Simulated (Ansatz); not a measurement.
## An inverse problem

Cell vectors (Å):

```
0.0000 2.9982 2.9982
2.9982 0.0000 2.9982
2.9982 2.9982 0.0000
```

| atom | a | b | c |
| --- | --- | --- | --- |
| X | 0.0000 | 0.0000 | 0.0000 |
| Sb | 0.5000 | 0.5000 | 0.5000 |

The calculation used PBEsol, PAW on Ansatz 0.2.0's default frozen-core files (fitted under PBE), scalar-relativistic. k mesh 14×14×14, strains of ±0.008, Fermi-Dirac smearing of 0.050 eV.

Elastic constants of a crystal by Kohn-Sham DFT: slopes of the stress over finite engineering strains of the given cell, Voigt indices, Cartesian axes as in the cell vectors.

```tsv
index	elastic (GPa)
11	170.1
12	16.4
44	24.6
```

**Question.** All X atoms are one element. Which one was computed?

**Answer.** Lu; the crystal is LuSb (Fm-3m, a database entry that needn't be its stable phase).

Keep in mind: frozen-core PAW files fitted under PBE, their cores solved anew for the functional of the run; responses of metals move with mesh and smearing.
